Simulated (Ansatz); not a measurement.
# Heat capacity near absolute zero

Screening note. A cold calorimeter or bolometer resolves small energies when its absorber holds little heat, and in an insulator that falls as (T/Θ)³.

Si serves as the reference. A cube of 10 mm edge at 0.1 K; all rows have a gap at this level.

**Data**

Where the numbers come from (Ansatz, a plane-wave PAW program): Debye temperature: PBE, elastic tensor, Hill average; volume per atom, density: PBE, relaxed cell.

The figures follow from the printed values by these rules: C per volume = 1944 J/(K·mol)(T/Θ)³/(0.6022 V) = 3228 (T/Θ)³/V; thermodynamic noise = √(k_B T² C_total); relative noise = noise/noise_ref.

| crystal | Debye temperature (K) | V (Å³/atom) | density (g/cm³) | C (J/K per cm³) | noise (eV) | noise (relative) |
|---|---|---|---|---|---|---|
| MgS (rock salt) | 560 | 17.88 | 2.62 | 1.028e-9 | 74.36 | 1.28 |
| 4H-ZnS | 350 | 20.17 | 4.01 | 3.733e-9 | 141.7 | 2.4 |
| 6H-SiC | 1140 | 10.50 | 3.17 | 2.075e-10 | 33.41 | 0.57 |
| ZnSe (zinc blende) | 269 | 23.55 | 5.09 | 7.042e-9 | 194.6 | 3.3 |
| BP (zinc blende) | 1060 | 11.76 | 2.95 | 2.305e-10 | 35.21 | 0.60 |
| Si (diamond type), reference | 630 | 20.46 | 2.28 | 6.310e-10 | 58.26 | 1.00 |

Runs started from generated or typed cells of the structure named: MgS; ZnSe; BP; Si. No claim is made that these are known or stable phases: 6H-SiC. Spin–orbit coupling is left out unless named.

**Worked example**

Arithmetic for 4H-ZnS:

C = 3228 × (0.1/350)³/20.17 = 3.733e-9 J/K per cm³; noise: 0.1 × √(1.3806×10⁻²³ × 3.733e-9 × 1.00)/1.602×10⁻¹⁹ = 141.7 eV; relative noise: 141.7/58.26 = 2.4.

**Result**

By relative noise (lowest first): 6H-SiC (0.57 ± 0.053) ≈ BP (0.60 ± 0.056), Si (1.00 ± 0.092), MgS (1.28 ± 0.12), 4H-ZnS (2.4 ± 0.22), ZnSe (3.3 ± 0.31). The ± follows from allowances picked for this note (Debye temperature 6 %, volume per atom 4 %), carried to first order and added in quadrature, each row's own inputs moving alone; ≈ joins neighbours closer than their two ± added in quadrature. On this figure 2 of 5 candidates do clearly better than the reference.

Pareto front for low relative noise and high density: 6H-SiC (0.57, 3.17); 4H-ZnS (2.4, 4.01); ZnSe (3.3, 5.09). The reference is off the front.

The usual expectation is that Debye temperature falls with density (dense absorbers stop radiation well, but heavy atoms slow sound and lower Θ). These rows show that weakly (rank correlation −0.49 over 6 rows); without BP it is −0.70.

**Caveats**

Θ comes from averaged elastic constants. Free carriers, two-level defects, nuclear spins and metal films add heat capacity that the Debye law lacks. Where several phases of a formula are at hand, those over 0.1 eV/atom above the lowest were not drawn (by r²SCAN where it compared them, else by the largest value; a layered or molecular lowest phase counts only with a dispersion term); other phases could lie lower still. Values belong to the structures named, which need not be the stable ones; other polymorphs differ. Rows were sampled with a lean to familiar crystals, related or not, whatever their agreement with measurement; tables with many equal figures were not kept. Limits of the draw: gap over 1 eV but for Si, Ge and GaAs, no magnets; for moduli and speeds, an anisotropy index under 2.5, no layered crystals; no unfamiliar magnets, and cubic perovskites only if shown or known to be stable. As a rule kept out of such tables: 4f compounds, open-shell compounds run without a Hubbard term, cells found unstable in the tests at hand, cells close to a higher symmetry, and runs set to a pressure or over 12 % in volume from the crystal's fullest run.
